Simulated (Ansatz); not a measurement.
input.yaml

```yaml
crystal:
  lattice:
    - [0.0, 3.7696206427, 3.7696206427]
    - [3.7696206427, 0.0, 3.7696206427]
    - [3.7696206427, 3.7696206427, 0.0]
  atoms:
    - { symbol: "Y", position: [0.5, 0.5, 0.5] }
    - { symbol: "Y", position: [0.75, 0.75, 0.75] }
    - { symbol: Ir, position: [0.125, 0.125, 0.125] }
    - { symbol: Ir, position: [0.625, 0.125, 0.125] }
    - { symbol: Ir, position: [0.125, 0.125, 0.625] }
    - { symbol: Ir, position: [0.125, 0.625, 0.125] }
basis:
  ecutwfc: 500
kpoints:
  mp_grid: { grid: [8, 8, 8] }
  band_path:
    path:
      - [[0.0, 0.0, 0.0], [0.5, 0.0, 0.5], [0.625, 0.25, 0.625]]
      - [[0.375, 0.375, 0.75], [0.0, 0.0, 0.0], [0.5, 0.5, 0.5], [0.5, 0.25, 0.75], [0.5, 0.0, 0.5]]
    npoints: 14
hamiltonian:
  xc: r2scan
scf:
  occupations: { method: gaussian, width: 0.1 }
  n_extra_bands: 15
output:
  forces: true
  stress: true
  eigenvalues: true
  populations: true
  dos: { projected: true, de: 0.02, nscf_kmesh: { grid: [12, 12, 12] } }
  bader: true
  write_density: true
  write_potential: true
  elf: true
  volumetric_format: npy
```

Command:
```bash
ansatz run input.yaml --threads 1 --pin off --max-ram 2560MiB --backend cpu --events-out ev --progress --plain --runs-dir out
```

These are results of Ansatz, DFT r2SCAN, scalar-relativistic, plane waves, PAW, not measurements.

From the run's log, abridged:

```
scf.n_extra_bands = 15 over 45 filled bands (N_el = 90.0): the run solves 60 bands
Pseudopotentials: kind: paw
Pseudopotential: Y, paw, valence charge 11, recommended cutoff 500 eV (meta_gga)
Pseudopotential: Ir, paw, valence charge 17, recommended cutoff 500 eV (meta_gga)
Functional definition: r2SCAN
Crystal: 6 atoms, lattice volume = 107.133 Å³
Basis set: ecut = 500 eV, 2733 PW (Γ), exchange–correlation on 160×160×160 points (64 copies of the dense FFT grid, shifted against one another)
Bands: 60, of which v1, the nominal top of the filled ones, is band 45 counted from 1 (44 counted from 0)
Symmetry: 48 space group operations
Space group: Fd-3m (ITA 227), of the structure as read, at distance tolerance 4.7e-5 Å
k-points: 29 of 512
Initial density: superposition of atomic densities (neutral atoms: chi_scale 0, normalization atom), corrected by the library's trained network
Initial wavefunctions: pseudopotential atomic-orbital guess
Functional: x = r2scan, c = r2scan; τ floored in thin density (d = 2e-4 eV/Å³)
SCF iter   1: F=—  HF=-55519.587221 eV  |F-HF|=—  |Δ(HF+E_count)|=         —  Δρ=1.74e-2  dr2=7.08e-1  dr2_τ=2.11e-1  ethr=1.77e-3  ⟨swp⟩=5.1  Hψ=5848  notcnv=0  defer=57
SCF iter   2: F=—  HF=-55519.634220 eV  |F-HF|=—  |Δ(HF+E_count)|=   4.70e-2  Δρ=6.37e-3  dr2=9.29e-2  dr2_τ=1.71e-2  ethr=7.87e-4  ⟨swp⟩=2.0  Hψ=2235  notcnv=0  defer=186
SCF iter   3: F=—  HF=-55519.633359 eV  |F-HF|=—  |Δ(HF+E_count)|=   8.61e-4  Δρ=2.56e-3  dr2=1.08e-2  dr2_τ=5.24e-4  ethr=1.03e-4  ⟨swp⟩=1.4  Hψ=1577  notcnv=0  defer=186
SCF iter   4: F=—  HF=-55519.633048 eV  |F-HF|=—  |Δ(HF+E_count)|=   3.11e-4  Δρ=5.96e-4  dr2=7.17e-4  dr2_τ=2.09e-5  ethr=1.20e-5  ⟨swp⟩=3.0  Hψ=2913  notcnv=0  defer=186
SCF iter   5: F=—  HF=-55519.633166 eV  |F-HF|=—  |Δ(HF+E_count)|=   1.18e-4  Δρ=1.46e-4  dr2=1.76e-5  dr2_τ=4.30e-6  ethr=7.97e-7  ⟨swp⟩=2.0  Hψ=2326  notcnv=0  defer=186
SCF iter   6: F=—  HF=-55519.633182 eV  |F-HF|=—  |Δ(HF+E_count)|=   1.57e-5  Δρ=4.45e-5  dr2=2.30e-6  dr2_τ=1.81e-7  ethr=1.96e-8  ⟨swp⟩=2.0  Hψ=2347  notcnv=0  defer=186
SCF iter   7: F=—  HF=-55519.633184 eV  |F-HF|=—  |Δ(HF+E_count)|=   2.54e-6  Δρ=1.54e-5  dr2=4.32e-7  dr2_τ=3.24e-8  ethr=2.56e-9  ⟨swp⟩=2.0  Hψ=2400  notcnv=0  defer=186
SCF iter   8: F=-55519.633184 eV  HF=-55519.633184 eV  |F-HF|=2.54e-9  |Δ(HF+E_count)|=   5.70e-8  Δρ=2.10e-6  dr2=4.73e-9  dr2_τ=5.03e-10  ethr=1.11e-10  ⟨swp⟩=13.1  Hψ=10085  notcnv=0
SCF 1 converged in 8 iterations: F = -55519.633184 eV  dr2 = 4.73e-9
SCF converged after 8 iterations
Free energy (F): -55519.633184 eV
Harris-Foulkes:  -55519.633184 eV  (|F-HF|=2.54e-9)
Internal energy: -55519.620556 eV  (E = F + TS)
E sigma→0 (E₀):  -55519.626870 eV
Entropy (-TS):   -0.012629 eV (-2.105 meV/atom)
Fermi energy:    19.130646 eV
--- Per-component energies (eV) ---
  E_band       = -827.532010
  E_kinetic    = 3107.702241
  E_local      = -7124.712361  (includes V_loc(G=0)·N_el)
  E_nonlocal   = 397.779119
  E_hartree    = 2763.658334
  E_xc         = -1361.259085
  E_vxc        = -1784.332635  (∫ρ·V_xc dr)
  E_paw        = -42682.946794  (= ΣΔE_a)
  E_vpaw       = -1059.572136  (= ΣTr[D̂ρ^β])
  E_aug_tail   = -0.000085  (compensation charges beyond the density's cutoff)
  E_vtau       = 108.286350  (kinetic-family band-sum trace: ∫τ·v_τ [+ j·A + Jᵃ·Aᵃ] dr)
  E_ewald      = -10618.266443
  E_core_change = -1.575481  (= ΣΔE_core)
  E_smearing   = -0.012629  (= −TS)
--- Forces (eV/Å), atoms counted from 1 ---
  atom   1  Y      0.00000000     0.00000000     0.00000000
  atom   2  Y      0.00000000     0.00000000     0.00000000
  atom   3  Ir     0.00000000     0.00000000     0.00000000
  atom   4  Ir     0.00000000     0.00000000     0.00000000
  atom   5  Ir     0.00000000     0.00000000     0.00000000
  atom   6  Ir     0.00000000     0.00000000     0.00000000
--- Stress (GPa, compression-positive) ---
       -0.025603       0.000000       0.000000
        0.000000      -0.025603       0.000000
        0.000000       0.000000      -0.025603
  P = ⅓ Tr σ = -0.0256 GPa (-0.256 kbar)
--- Band table (eV; the first three rows and the last of 29) ---
  k-point 0: bands = ["-74.8264", "-74.7613", "-74.7613", "-74.7613", "-31.7840", "-31.2789", "-31.2789", "-31.2789", "-31.0933", "-31.0933", "-30.8193", "-30.8193", "-30.8193", "-30.7948", "-30.7948", "-30.7948", "-24.7862", "-24.6481", "-4.3209", "-4.3209", "-4.3209", "-3.9497", "-3.9497", "-3.9497", "9.8459", "12.5406", "13.0804", "13.0804", "13.0804", "14.5886", "14.5886", "14.8585", "14.8585", "14.8585", "18.1219", "18.1219", "18.1219", "18.4149", "18.4149", "18.4221", "18.4221", "18.4221", "18.4671", "18.4671", "19.1229", "19.1229", "19.1229", "20.3258", "21.5495", "21.5495", "21.5495", "22.1690", "22.1690", "22.1690", "25.0763", "25.0763", "27.5075", "27.7275", "27.7275", "27.7275"]
  k-point 1: bands = ["-74.8245", "-74.7632", "-74.7613", "-74.7613", "-31.7637", "-31.2761", "-31.2700", "-31.2700", "-31.0885", "-31.0885", "-30.8449", "-30.8255", "-30.8255", "-30.8030", "-30.8030", "-30.7948", "-24.7818", "-24.6520", "-4.3254", "-4.3254", "-4.3170", "-3.9577", "-3.9442", "-3.9442", "10.0217", "12.6740", "13.1454", "13.1738", "13.1738", "14.6477", "14.6477", "14.7590", "14.9031", "14.9031", "17.7632", "17.7632", "17.7752", "18.0148", "18.0148", "18.4005", "18.4005", "18.4008", "18.8702", "18.8702", "18.9352", "19.3105", "19.3105", "19.7830", "21.5162", "21.5162", "21.5494", "22.0825", "22.0825", "22.6023", "24.9337", "24.9337", "26.9638", "27.6032", "27.6032", "27.6629"]
  k-point 2: bands = ["-74.8196", "-74.7682", "-74.7613", "-74.7613", "-31.7108", "-31.2661", "-31.2482", "-31.2482", "-31.0715", "-31.0715", "-30.9139", "-30.8593", "-30.8593", "-30.8096", "-30.8096", "-30.7948", "-24.7699", "-24.6627", "-4.3355", "-4.3355", "-4.3168", "-3.9667", "-3.9315", "-3.9315", "10.4973", "13.0003", "13.3731", "13.4106", "13.4106", "14.5260", "14.8021", "14.8021", "15.0866", "15.0866", "16.9809", "17.2877", "17.2877", "17.3479", "17.3479", "17.7883", "18.3500", "18.3876", "18.3876", "18.9066", "18.9066", "19.6643", "19.8719", "19.8719", "21.2186", "21.2186", "21.5491", "22.1460", "22.1460", "23.0656", "24.7298", "24.7298", "25.7345", "27.2324", "27.2324", "28.0083"]
  k-point 28: bands = ["-74.7939", "-74.7939", "-74.7614", "-74.7614", "-31.4424", "-31.4424", "-31.1406", "-31.1406", "-31.0389", "-31.0389", "-30.9909", "-30.9909", "-30.8699", "-30.8699", "-30.8596", "-30.8596", "-24.7150", "-24.7150", "-4.4054", "-4.4054", "-4.1363", "-4.1363", "-3.8688", "-3.8688", "12.7480", "12.7480", "14.3254", "14.3254", "14.7402", "14.7402", "14.7667", "14.7667", "15.4239", "15.4239", "15.7447", "15.7447", "16.2742", "16.2742", "16.5172", "16.5172", "17.5304", "17.5304", "17.6942", "17.6942", "19.1809", "19.1809", "20.2103", "20.2103", "21.7031", "21.7031", "21.9196", "21.9196", "23.3882", "23.3882", "23.9814", "23.9814", "24.3203", "24.3203", "27.8570", "27.8570"] ...
--- Löwdin populations: 6 sites ---
  site symbol q [e]
     0      Y     10.8238
     1      Y     10.8238
     2     Ir     16.9024
     3     Ir     16.9024
     4     Ir     16.9024
     5     Ir     16.9024
  spilling = 0.008252 (of n_electrons = 90.000000)
--- Bader charges: 6 sites ---
  site symbol charge [e]  shift [e]
     0      Y      1.7349     0.0000
     1      Y      1.7349     0.0000
     2     Ir     -0.8674     0.0000
     3     Ir     -0.8674     0.0000
     4     Ir     -0.8674     0.0000
     5     Ir     -0.8674     0.0000
  estimated error of the sums over rays = 4.4e-4 e
```

The run converged.

The run took 100 s on 1 thread of Arm Neoverse V1, with other jobs on the host, peak memory 0.8 GiB.

Spin-orbit coupling is left out, which matters for the bands of heavy elements.